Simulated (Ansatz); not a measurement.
The relaxed structure here is a generated cell of WS2: the first start was made by placing the elements on the sites of a structure type, and the end was not matched to a known phase here, so it may be hypothetical. Known forms of WS2 include space group No. 194.

One starting cell of WS2 (a generated trial cell of WS2 in the pyrite structure type) was relaxed twice with Ansatz (plane waves, PAW, scalar-relativistic): with r2SCAN at 500 eV and with PBE at 420 eV. The r2SCAN result:

WS2 is modelled in the cubic space group Pa-3 (No. 205), Pearson symbol cP12. Cell: a = b = c = 5.9602 Å, α = β = γ = 90.00°. W on 4a has 6 S at 2.448 Å (octahedral). S on 8c is coordinated by 3 W at 2.448 Å (trigonal planar). (Neighbours: up to the widest gap in distance over summed covalent radii, below 1.35, at either atom; cation-cation and far metal-metal contacts left out.)

```json
[
 {"quantity": "space group", "r2SCAN": "Pa-3", "PBE": "Pa-3"},
 {"quantity": "volume (Å³/atom)", "r2SCAN": "17.64", "PBE": "[?]"},
 {"quantity": "a (Å)", "r2SCAN": "5.960", "PBE": "[?]"},
 {"quantity": "gap (eV, no spin-orbit coupling)", "r2SCAN": "0.00", "PBE": "[?]"},
 {"quantity": "spin order", "r2SCAN": "ferromagnetic", "PBE": "[?]"},
 {"quantity": "net moment (μB/atom)", "r2SCAN": "0.62", "PBE": "[?]"}
]
```

Question: What does PBE give for the same quantities?

Answer: 
- volume (Å³/atom), PBE: 17.48
- a (Å), PBE: 5.941
- gap (eV, no spin-orbit coupling), PBE: 0.00
- spin order, PBE: ferromagnetic
- net moment (μB/atom), PBE: 0.39

Both levels end in the same structure; PBE's volume is 1.0 % smaller. Neither column is exact.

Spin states reached: ferromagnetic; spin orders were not searched systematically.

The run could not lose the symmetry of its start, so the end can be a saddle point.

Ansatz is a program for electronic structure.
